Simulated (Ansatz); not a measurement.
Zn (diamond, Fd-3m) at seven volumes, PBE in the plane-wave PAW code Ansatz, scaled uniformly. One row is withheld.

```
V (Å³/atom)  P (GPa)
-----------  -------
22.550          3.07
23.293             ?
24.036          0.84
24.780          0.00
25.523         -0.70
26.267         -1.29
27.010         -1.77
```

### Question
Fit the shown pressures and predict the withheld one.

### Answer
P = (3/2)B₀(x^(7/2) − x^(5/2))[1 + (3/4)(B′ − 4)(x − 1)] with x = (V₀/V)^(2/3). Least squares on the six rows gives V₀ = 24.779 Å³/atom, B₀ = 25.6 GPa, B′ = 5.11. At V = 23.293, x = 1.0421 and P = 1.85 GPa. The run itself gave 1.85 GPa.

The start of the workflow was typed in or built on a structure type; neither database checked (COD, Materials Project) lists it. It is not the phase usual at ambient conditions (space group No. 194). The cell was relaxed with PBE under the symmetry of its start; whether a distortion lowers the energy is not shown.

Potentials: the later of the program's two PAW sets.
